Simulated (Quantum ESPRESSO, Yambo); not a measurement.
## Levels of theory for the gap of WO₃

WO3 (space group Cmcm, No. 63): one geometry, one set of PBEsol (Quantum ESPRESSO, PseudoDojo norm-conserving, 84 Ry, without SOC) orbitals, self-energies from Yambo (4×4×2 Γ-centred k mesh, bands 3 to 178 and a 7 Ry block in the screening, 178 bands in G with the Bruneval-Gonze terminator, plasmon pole fitted at 27.2 eV).

The geometry is that of Materials Project entry mp-2383052, symmetrised and not relaxed again.

```tsv
level	gap (-0.5, -0.5, 0) → Γ (eV)	direct gap at (0, -0.5, 0) (eV)	rough Yambo cost
PBEsol (Quantum ESPRESSO)	0.69	0.78	–
exchange only (Hartree-Fock self-energy on PBEsol orbitals)	10.56	10.61	about 1/20 (12 states)
static COHSEX@PBEsol	1.78	1.97	within a factor of two (4 states)
G0W0@PBEsol, plasmon pole	1.61	1.72	1 (12 states)
```

Bare exchange has no screening and gives the widest gap; static COHSEX screens it but leaves out the frequency dependence, which G0W0 restores.

Costs are rough ratios of core time on shared machines.

Nearest settings tried, and what they do to the gap: 119 bands in G: +14 meV; 90 bands in W: +111 meV; 6 Ry block (191 vectors against 245): -12 meV; 2×2×1 mesh: -85 meV. So the settings aren't converged at that level.

Spin-orbit coupling is left out, which matters for elements this heavy: edges can move by tenths of an eV.

The structure is a Materials Project entry; no match was found in the copy of COD used, and its stability was not checked.
